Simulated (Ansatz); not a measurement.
# WS2: do energies and stresses tell the same story?

Level of theory: Ansatz 0.2.0, DFT PBEsol+D3(BJ), scalar-relativistic, plane waves, PAW.

Settings: cutoff 420 eV, Γ-centred mesh 12×12×4 on the computed 6-atom cell, Gaussian smearing of 0.02 eV; no spin polarisation.

Relaxed cell: P6_3/mmc, a = 3.115 Å, b = 3.115 Å, c = 11.777 Å, α = 90.00°, β = 90.00°, γ = 120.00°, 6 atoms in the primitive cell.

Energies at zero smearing and pressures from the stress tensor, at volumes with shape and atoms relaxed:
```
V (Å³/atom) E − E(first) (meV/atom) P (GPa)
     14.511                     0.00    14.98
     15.006                   -38.04     9.88
     15.501                   -61.77     5.72
     15.995                   -74.11     2.45
     16.490                   -77.65     0.00
     16.985                   -74.70    -1.78
     17.479                   -67.28    -2.92
     18.139                   -53.39    -3.70
```

Q: Check P = −dE/dV between neighbouring volumes, and get the bulk modulus from the pressures alone.

A: With 1 eV/Å³ = 160.2 GPa:
```json
{"middle V (Å³/atom)": "14.758", "−ΔE/ΔV (GPa)": "12.321", "mean P (GPa)": "12.432"}
{"middle V (Å³/atom)": "15.253", "−ΔE/ΔV (GPa)": "7.686", "mean P (GPa)": "7.798"}
{"middle V (Å³/atom)": "15.748", "−ΔE/ΔV (GPa)": "3.997", "mean P (GPa)": "4.081"}
{"middle V (Å³/atom)": "16.243", "−ΔE/ΔV (GPa)": "1.146", "mean P (GPa)": "1.223"}
{"middle V (Å³/atom)": "16.737", "−ΔE/ΔV (GPa)": "-0.956", "mean P (GPa)": "-0.892"}
{"middle V (Å³/atom)": "17.232", "−ΔE/ΔV (GPa)": "-2.403", "mean P (GPa)": "-2.352"}
{"middle V (Å³/atom)": "17.809", "−ΔE/ΔV (GPa)": "-3.374", "mean P (GPa)": "-3.309"}
```

The two differ by 0.11 GPa at most. The mean of two end pressures misses the average over a step by about ΔV² P″/12, up to 0.09 GPa here; with that taken off 0.04 GPa remains, from the finite cutoff, the mesh or the relaxation's tolerance. Around V = 16.490 Å³/atom, the two neighbours give B = −V ΔP/ΔV = 16.490 × 4.23 / 0.989 = 70.5 GPa, against B0 = 67.2 GPa from the Birch–Murnaghan fit of the energies, which describes these points poorly (B0' = 9.6).

Spin–orbit coupling is left out, which can shift energies with elements as heavy as these.